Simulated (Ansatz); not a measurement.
Here is the system:

Ga:
Space group Cmce (No. 64); a = 4.4793 Å, b = 7.5963 Å, c = 4.4858 Å, α = 90.00°, β = 90.00°, γ = 90.00°

| atom | site | symmetry | x | y | z |
|---|---|---|---|---|---|
| Ga | 8f | m.. | 0.0000 | 0.3441 | 0.4166 |
(The calculation used a cell of 4 atoms; values per cell refer to that cell.)

This is the PBEsol-relaxed structure.

All from PBEsol (plane waves, PAW; program Ansatz), unless another level is named. Estimate the highest zone-centre frequency.

236 cm⁻¹.

Give the bulk modulus (Birch–Murnaghan fit).

59.8 GPa.

The cell was relaxed with PBEsol under the symmetry of its start. As this level gives no gap, phonon frequencies hold no LO–TO term and depend on the k-mesh and smearing (Fermi–Dirac, 0.1 eV here). Axis ratios of metals converge slowly with the k-mesh, so a and c are less sure than the volume.

Potentials: the earlier of the program's two PAW sets. The files were generated under PBE; for other functionals the program regenerates the frozen cores, and for LDA and PBEsol the local potential too.
